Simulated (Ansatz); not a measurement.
Zr5Ge3:
```
CELL_PARAMETERS angstrom
      8.08479     0.00000     0.00000
     -4.04239     7.00163     0.00000
      0.00000     0.00000     5.61483
ATOMIC_POSITIONS crystal
  Zr 0.00000 0.74599 0.75000
  Zr 0.00000 0.25401 0.25000
  Zr 0.25401 0.00000 0.25000
  Zr 0.74599 0.00000 0.75000
  Zr 0.25401 0.25401 0.75000
  Zr 0.74599 0.74599 0.25000
  Zr 0.33333 0.66667 0.50000
  Zr 0.66667 0.33333 0.50000
  Zr 0.66667 0.33333 0.00000
  Zr 0.33333 0.66667 0.00000
  Ge 0.38745 0.00000 0.75000
  Ge 0.61255 0.00000 0.25000
  Ge 0.38745 0.38745 0.25000
  Ge 0.61255 0.61255 0.75000
  Ge 0.00000 0.38745 0.75000
  Ge 0.00000 0.61255 0.25000
```

Relaxed with r²SCAN. Special points in fractions of this cell's reciprocal vectors: Γ (0.000, 0.000, 0.000); M (0.500, 0.000, 0.000); K (0.333, 0.333, 0.000); A (0.000, 0.000, 0.500); L (0.500, 0.000, 0.500); H (0.333, 0.333, 0.500).

### Question
List the band energies nearest the Fermi level at these points for the program Ansatz at the r²SCAN level (PAW).

### Answer
In eV from the Fermi level; about four levels below and three above (degenerate sets whole), none deeper than 8.9 eV; points with the same levels are listed once.

```csv
k,below,above
Γ,-0.88 -0.76 -0.75 -0.75,0.52 0.56 0.58 0.58
M,-0.83 -0.73 -0.42 -0.17,0.19 0.78 0.79
K,-0.91 -0.73 -0.73 -0.55,0.05 0.05 0.77 0.77
A,-0.96 -0.96 -0.96 -0.96,0.50 0.50 0.61 0.61 0.61 0.61
L,-0.51 -0.51 -0.14 -0.14,0.77 0.77 0.83 0.83
H,-0.66 -0.66 -0.66 -0.66 -0.24 -0.24,0.67 0.67 0.67 0.67
```

Space group P6_3/mcm. The first step of the workflow began from a Materials Project structure, measured or hypothetical; the Crystallography Open Database copy checked does not list it. Its standing as an ambient phase is unchecked. The cell was relaxed with r²SCAN under the symmetry of its start; whether a distortion lowers the energy is not shown. No spin polarisation was allowed. Spin–orbit coupling is left out wherever it is not named.

Potentials: the earlier of the program's two PAW sets.
